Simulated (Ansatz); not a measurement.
ErSi$_{2}$:
```
ErSi2
1.0
    0.00000     4.11259     4.98285
    2.86887     0.00000     4.98285
    2.86887     4.11259     0.00000
Si Er
4 2
Direct
  0.64179   0.35821   0.64179
  0.35821   0.64179   0.35821
  0.60821   0.89179   0.60821
  0.89179   0.60821   0.89179
  0.00000   0.00000   0.00000
  0.25000   0.25000   0.25000
```
The run is spin-polarised; directions of the spins, atom by atom: 0 0 0 0 ↑ ↑.

Relaxed with PBE. Special points in fractions of this cell's reciprocal vectors: Γ (0.000, 0.000, 0.000); Y (0.500, 0.000, 0.500); T (1.000, 0.500, 0.500); Z (0.500, 0.500, 0.000); Σ0 (0.000, 0.455, 0.455); U0 (1.000, 0.545, 0.545); C0 (0.500, 0.211, 0.711); A0 (0.500, 0.789, 0.289); L (0.500, 0.500, 0.500).

Question: List the band energies nearest the Fermi level at these points for DFT-PBE in the program Ansatz with PAW potentials.

Answer: In eV from the Fermi level; about four levels below and three above (degenerate sets whole), none deeper than 8.9 eV; points with the same levels are listed once.

```
k                                   below                above
----  -----------------------------------  -------------------
Γ ↑               -2.09 -1.84 -1.56 -1.55       0.62 1.24 2.59
Y ↑   -2.14 -2.14 -2.13 -2.13 -1.59 -1.59  0.64 0.64 2.86 2.86
T ↑               -1.11 -1.11 -1.08 -1.08  0.34 0.34 1.14 1.14
Z ↑               -0.71 -0.71 -0.14 -0.14  0.20 0.20 1.98 1.98
Σ0 ↑              -1.65 -1.50 -0.67 -0.50       0.10 0.57 0.93
C0 ↑              -1.73 -1.73 -1.62 -1.62  0.29 0.29 1.95 1.95
L ↑               -2.18 -2.03 -1.92 -1.53       0.02 0.31 0.89
Γ ↓               -0.91 -0.90 -0.90 -0.84       0.03 0.07 0.14
Y ↓               -0.96 -0.96 -0.89 -0.89  0.08 0.08 0.12 0.12
T ↓               -0.91 -0.91 -0.79 -0.79  0.09 0.09 0.19 0.19
Z ↓               -0.13 -0.13 -0.03 -0.03  0.19 0.19 0.28 0.28
Σ0 ↓              -0.95 -0.88 -0.75 -0.56       0.07 0.10 0.10
C0 ↓              -0.89 -0.89 -0.13 -0.13  0.13 0.13 0.21 0.21
L ↓               -0.09 -0.06 -0.03 -0.01       0.16 0.17 0.30
```

Space group Fddd. The cell is a constructed one: a structure type filled with these elements; neither database checked (COD, Materials Project) lists it. Whether it is the stable phase at ambient conditions was not checked. Symmetry was held in the PBE relaxation; whether a distortion lowers the energy is not shown. Spin order of the final state: ferromagnetic, chosen from 2 collinear starts compared on coarse meshes (ties went to the first, and starts can fall back to one state), not a proven ground state. The 4f shell is in the valence, and the state reached may lie above the lowest one. The program gave a warning on the electronic state, which may not be the lowest. No Hubbard U is applied. Scalar-relativistic: spin–orbit coupling is off unless named, which matters more the heavier the elements.

Potentials: the later of the program's two PAW sets.
